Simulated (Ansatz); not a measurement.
CrN2: which magnetic state is lowest?

All numbers below come from Ansatz, DFT PBE, scalar-relativistic, plane waves, PAW.

```xyz
6
Lattice="3.9018 0.0000 0.0000 0.0000 4.8095 0.0000 0.0000 0.0000 2.7842" Properties=species:S:1:pos:R:3 pbc="T T T"
Cr    1.9509    2.4048    1.3921
Cr    0.0000    0.0000    0.0000
N     2.4731    0.4270    1.3921
N     1.4287    4.3825    1.3921
N     0.5222    1.9778    0.0000
N     3.3796    2.8317    0.0000
```

| Item | Value |
| --- | --- |
| plane-wave cutoff | 420 eV |
| Γ-centred k-mesh | 10×8×12 |
| occupation rule | Gaussian smearing, 0.1 eV |
| list of starting moments (μB, in atom order) | 3 3 0 0 0 0 |
| check for lower electronic states after the SCF | off |

All runs keep this geometry, which isn't relaxed for the lowest state (largest force there 0.079 eV/Å, pressure -0.9 GPa; forces reach 0.34 eV/Å in another state) and needn't be a stable compound; relaxing each order would shift the differences by some 10 meV/atom, going by the pressures and a bulk modulus of about 150 GPa. Signs run over the atoms with starting moments. The large starts are 4.5 4.5 0 0 0 0 μB. The small starts are 0.5 0.5 0 0 0 0 μB. Site moments are spin moments in atom-centred spheres that scale with the neighbour distance. The states are those that the runs reached from these starts; a lower one can exist.

| start | ends | energy above lowest (meV/atom) | site moments (μB) | gap on mesh (eV) | P (GPa) |
| --- | --- | --- | --- | --- | --- |
| no spin | non-magnetic | 258 | none over 0.05 | metal | -8.9 |
| ferromagnetic | ferromagnetic | 0.00 | Cr +1.90 (×2), N -0.06 (×4) | metal | -0.9 |
| large parallel starting moments | ferromagnetic | 0.00 | Cr +1.90 (×2), N -0.06 (×4) | metal | -0.9 |
| antiferromagnetic in the cell, signs +- | antiferromagnetic | 35.7 | Cr +1.70, Cr -1.70 | metal | -1.5 |
| small parallel starting moments | ferromagnetic | 0.00 | Cr +1.90 (×2), N -0.06 (×4) | metal | -0.9 |

Cost: 5 runs of about 4 core-minutes in all, on Arm Neoverse V2 (shared hosts).